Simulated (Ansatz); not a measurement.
Structure relaxation, NbSi$_{2}$

The start is a generated trial cell of NbSi2 in the AFLOW prototype A2B_cF24_227_d_a (C15, as in MgCu2). The structure is fully relaxed (lattice and positions, P = 0) with r2SCAN (plane waves to 500 eV, PAW, scalar-relativistic; Ansatz, an electronic-structure program). The first steps use a coarse 6×6×6 k-mesh.

The start:
```yaml
crystal:
  lattice:
    - [0.00000, 3.54381, 3.54381]
    - [3.54381, 0.00000, 3.54381]
    - [3.54381, 3.54381, 0.00000]
  atoms:
    - { symbol: Si, position: [0.12500, 0.12500, 0.12500] }
    - { symbol: Si, position: [0.62500, 0.12500, 0.12500] }
    - { symbol: Si, position: [0.12500, 0.62500, 0.12500] }
    - { symbol: Si, position: [0.12500, 0.12500, 0.62500] }
    - { symbol: Nb, position: [0.75000, 0.75000, 0.75000] }
    - { symbol: Nb, position: [0.50000, 0.50000, 0.50000] }
```

What pressure does the first self-consistent step give?

-13 GPa (negative: the cell is under tension).

How does the volume change?

-7.7 %, from 14.84 to 13.69 Å³/atom.

How do the shortest distances between atoms change?

The closest pairs of elements (up to four, under 3.6 Å), start → end: Si–Si 2.51 → 2.44 Å; Nb–Si 2.94 → 2.86 Å; Nb–Nb 3.07 → 2.99 Å.

The space group stays Fd-3m (No. 227) (the run could not lower it); the end is cubic Laves (MgCu2 type), with 6 atoms in the primitive cell. Final values are on a 12×12×12 k-mesh of the relaxed cell. No spin polarisation in the result.

The run could not lose the symmetry of its start, so the end can be a saddle point.

All atoms sit on sites fixed by symmetry, so only the cell could relax.

The relaxed structure here is a generated cell of NbSi2: the first start was made by placing the elements on the sites of a structure type, and the end was not matched to a known phase here, so it may be hypothetical. Known forms of NbSi2 include space group No. 180.
